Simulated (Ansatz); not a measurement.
# Property card for AlOs

AlOs:
```cif
data_AlOs
_chemical_formula_sum 'Al1 Os1'
_space_group_name_H-M_alt 'Pm-3m'
_space_group_IT_number 221
_space_group_name_Hall '-P 4 2 3'
_cell_length_a 2.97272
_cell_length_b 2.97272
_cell_length_c 2.97272
_cell_angle_alpha 90.000
_cell_angle_beta 90.000
_cell_angle_gamma 90.000
loop_
_atom_site_label
_atom_site_type_symbol
_atom_site_symmetry_multiplicity
_atom_site_Wyckoff_symbol
_atom_site_fract_x
_atom_site_fract_y
_atom_site_fract_z
_atom_site_occupancy
Al1 Al 1 a 0.00000 0.00000 0.00000 1
Os1 Os 1 b 0.50000 0.50000 0.50000 1
```

Space group Pm-3m (No. 221), CsCl type; conventional cell a = b = c = 2.9727 Å, α = β = γ = 90.00°.

Method: DFT-LDA in the program Ansatz with PAW potentials. The cell and atoms are relaxed at this level. Other levels are named where they apply.

**Cell and energy**

```yaml
volume_per_atom: 13.14 Å³
density: 13.73 g/cm³
Formation energy from the elements (no fitted shifts): -0.38 eV/atom
```

**Electronic structure**

```yaml
electronic_character: metallic (no gap)
Density of states at the Fermi level: 0.63 states/eV per atom (mean over ±0.08 eV)
```

**Mechanics**

```yaml
Bulk modulus (Birch–Murnaghan fit): 2630 kbar
Pressure derivative B′: 4.4
Elastic constants (relaxed ions, GPa): C11 = 392, C12 = 198, C44 = 168
mechanical_stability: stable (all eigenvalues of C positive)
hill_bulk_and_shear_moduli: 263 and 135 GPa
Young's modulus: 345 GPa
Poisson's ratio: 0.28
debye_temperature_from_the_elastic_constants: 441 K
```

**Phonons**

```yaml
highest_zone_centre_frequency: 330 cm⁻¹
zone_centre_stability: no imaginary mode at Γ
```

The workflow started from a Materials Project entry (that database holds measured and hypothetical structures alike); the Crystallography Open Database copy checked does not list it. With Al and Os taken as one species the cell has the higher symmetry Im-3m, so it may be an ordered model of a mixed-site phase. Its standing as an ambient phase is unchecked. Symmetry was held in the LDA relaxation. No spin polarisation was allowed. As this level gives no gap, shear constants depend on the k-mesh and smearing (Fermi–Dirac, 0.1 eV here). As this level gives no gap, phonon frequencies hold no LO–TO term and depend on the k-mesh and smearing (Fermi–Dirac, 0.1 eV here). The references are the lowest solids computed at this level, not always the standard phases. Scalar-relativistic: spin–orbit coupling is off unless named, which matters more the heavier the elements.

Potentials: the later of the program's two PAW sets.
